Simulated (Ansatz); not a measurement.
**Compressing CdSe: a fit and a missing row**

CdSe, F-43m, a = 6.134 Å. This isn't the usual stable structure of the compound. Ansatz: r2SCAN, PAW, 500 eV, Γ-centred 8×8×8 mesh on 2 atoms, Gaussian smearing 0.02 eV; no spin polarisation. Symmetry fixes shape and atoms, so the cell is only scaled; pressure is positive in compression.

```
V (Å³/atom) P (GPa)
     27.113        ?
     27.978     1.68
     28.844     0.00
     29.709    -1.43
     30.574    -2.63
```

Q: Take V0 = 28.844 Å³/atom, fit the third-order Birch–Murnaghan form to the other rows, and predict the missing pressure.

A: With the Eulerian strain f = ½[(V0/V)^(2/3) − 1] and y = P/[3f(1 + 2f)^(5/2)], the form is the line y = B0 + 1.5 B0 (B0′ − 4) f. Rows (f, y): 0.01027, 51.8; -0.00975, 51.4; -0.01904, 50.7. Means f = -0.006173, y = 51.300; Σ(Δf)² = 0.0004487, ΣΔfΔy = 0.01558; the slope is their ratio. y = 51.51 + 34.73 f GPa, so B0 = 51.5 GPa and B0′ = 4 + 2 × (34.73)/(3 × 51.51) = 4.45. At V = 27.113, f = 0.02106, y = 52.24 and P = 3.66 GPa. The run gave 3.67 GPa, so the fit is 0.01 GPa too low, a small miss on the scale of the series. The form still works here, 33 % of the fitted range beyond its end.